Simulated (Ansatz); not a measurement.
ZnSe (zinc blende, space group No. 216), plane-wave PAW LDA (Ansatz code). The conduction-band minimum lies at Γ, with 1 equivalent valley. Second derivatives d²E/dk² of the lowest band at one valley (eV·Å²), along Cartesian directions:

| direction | d²E/dk² |
|---|---|
| [100] | 84.68 |
| [010] | 84.68 |
| [001] | 84.68 |
| [110] | 84.58 |
| [101] | 84.58 |
| [011] | 84.58 |

### Question
Find the principal effective masses, the density-of-states mass and the conductivity mass.

### Answer
Off-diagonal terms follow from H_xy = H[110] − (H_xx + H_yy)/2, and m*/mₑ = 7.620 eV·Å² over each eigenvalue: 0.090, 0.090, 0.090. One valley's DOS mass (m₁m₂m₃)^(1/3) = 0.090, conductivity mass 3/(Σ 1/mᵢ) = 0.090 mₑ.

### Question
What effective density of states Nc follows at 300 K for parabolic valleys?

### Answer
Nc = 2.509e19 × 1 × (0.090)^(3/2) ≈ 6.8e17 cm⁻³.

### Question
With the computed static dielectric constant 10.1 (mean of the diagonal), estimate a hydrogenic donor's binding energy and radius.

### Answer
E = 13.606 eV × 0.090/10.1² ≈ 12 meV; a = 0.529 Å × ε/m* ≈ 59 Å. Semilocal masses tend to be too small where the gap is.

### Question
With ε∞ = 7.51 and ω_LO = 253 cm⁻¹, what Fröhlich coupling constant follows?

### Answer
α = (1/ε∞ − 1/ε0) √(m* × 13.606 eV/ħω_LO) = 0.21.

Space group F-43m (zinc blende). The LDA relaxation kept the symmetry of its start; phonons on a q-mesh show no instability. Spin–orbit coupling is left out wherever it is not named.

Potentials: the earlier of the program's two PAW sets.
